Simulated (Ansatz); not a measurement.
Sn$_{2}$Au:
Space group Pbca (No. 61); a = 6.925 Å, b = 7.050 Å, c = 11.797 Å, α = 90.00°, β = 90.00°, γ = 90.00°

```tsv
atom	site	symmetry	x	y	z
Sn	8c	1	0.3718	0.0290	0.1732
Sn	8c	1	0.3517	0.2520	0.4115
Au	8c	1	0.4870	0.3932	0.1162
```

Relaxed at zero pressure with plane-wave PAW PBEsol (Ansatz code).

Problem. The volume is raised by 9 % and shape and atoms relax at that volume. What pressure results, and how do the axes share the change?

Solution. -4.0 GPa; a 0.6 %, b 0.9 %, c 7.4 %; the energy rises by 34 meV/atom.

Problem. Give the new structure.

Solution. 
Space group Pbca (No. 61); a = 6.965 Å, b = 7.117 Å, c = 12.667 Å, α = β = γ = 90.00°

| atom | site | symmetry | x | y | z |
|---|---|---|---|---|---|
| Sn | 8c | 1 | 0.1255 | 0.4930 | 0.1769 |
| Sn | 8c | 1 | 0.3550 | 0.2155 | 0.4191 |
| Au | 8c | 1 | 0.4910 | 0.3585 | 0.1243 |

The phase is kept; no other phase was compared at this pressure.

The workflow started from a Materials Project entry (that database holds measured and hypothetical structures alike); the Crystallography Open Database files this formula in space group No. 61, but the cells were not matched. Its standing as an ambient phase is unchecked. Symmetry was held in the PBEsol relaxation; its stability against distortions is not shown here. Axis ratios of metals converge slowly with the k-mesh, so a and c are less sure than the volume. Spin–orbit coupling is left out wherever it is not named.

Potentials: the later of the program's two PAW sets.
